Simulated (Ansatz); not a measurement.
Input:

Cr2B:
```yaml
crystal:
  lattice:
    - [-2.55474, 2.55474, 2.12163]
    - [2.55474, -2.55474, 2.12163]
    - [2.55474, 2.55474, -2.12163]
  atoms:
    - { symbol: Cr, position: [0.66602, 0.16602, 0.83204] }
    - { symbol: Cr, position: [0.16602, 0.33398, 0.50000] }
    - { symbol: Cr, position: [0.33398, 0.83398, 0.16796] }
    - { symbol: Cr, position: [0.83398, 0.66602, 0.50000] }
    - { symbol: B, position: [0.25000, 0.25000, 0.00000] }
    - { symbol: B, position: [0.75000, 0.75000, 0.00000] }
```

This is the r²SCAN-relaxed structure.

Problem. All from r²SCAN in the plane-wave PAW code Ansatz, unless another level is named. Estimate the electronic character.

Solution. metallic (no gap).

Problem. Predict the density of states at the Fermi level.

Solution. 0.69 states/eV per atom (mean over ±0.08 eV).

Problem. What about the formation energy from the elements (no fitted shifts)?

Solution. -0.22 eV/atom.

Space group I4/mcm. The workflow started from an entry of the Crystallography Open Database (COD). Its standing as an ambient phase is unchecked. The cell was relaxed with r²SCAN under the symmetry of its start; whether a distortion lowers the energy is not shown. The workflow began spin-polarised and lost its moments. The references are the lowest solids computed at this level, not always the standard phases.

Potentials: the later of the program's two PAW sets.
